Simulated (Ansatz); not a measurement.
# Notes on LaPb$_{3}$

```
La Pb
1.0
     4.91424    0.00000    0.00000
     0.00000    4.91424    0.00000
     0.00000    0.00000    4.91424
La Pb
1 3
Direct
  0.00000 0.00000 0.00000
  0.00000 0.50000 0.50000
  0.50000 0.00000 0.50000
  0.50000 0.50000 0.00000
```

Single point in Ansatz 0.2.0 with r2SCAN, no spin polarisation. Cutoff 500 eV, PAW datasets, 7×7×7 Γ-centred k mesh, fermi-dirac filling (width 0.1 eV).

What do density and ELF say about some of the short contacts?

La–Pb at 3.47 Å: least valence density 0.13 e/Å³ and ELF 0.14 there. Pb–Pb at 3.47 Å: least valence density 0.14 e/Å³ and ELF 0.27 there. These are pseudo-fields; inside the PAW spheres they differ from the all-electron ones.

Give the Bader charges.

Bader charges in e: La +1.35, Pb -0.45. In the mean La gives up most and Pb takes most.

Is it stable against the elements?

-0.56 eV an atom against the elements' usual phases (free molecules for gases, crystals otherwise, with no correction for O₂ or N₂), so it is bound against them; other compounds may still compete. Relaxing would lower it.

Are the atoms at rest?

The forces vanish by the symmetry of the sites.

Metal or insulator?

It is a metal, with about 2.4 states/eV a cell as the mean within 0.25 eV of the Fermi level, mostly Pb p (58 %) and La d (21 %).

What does the stress say?

The pressure is 1.1 GPa (compression positive), so with the atoms held at these fractions the cell would first expand.

Origin: a database entry at a rescaled volume. Caveats: f levels without a U or exact exchange are poorly placed.
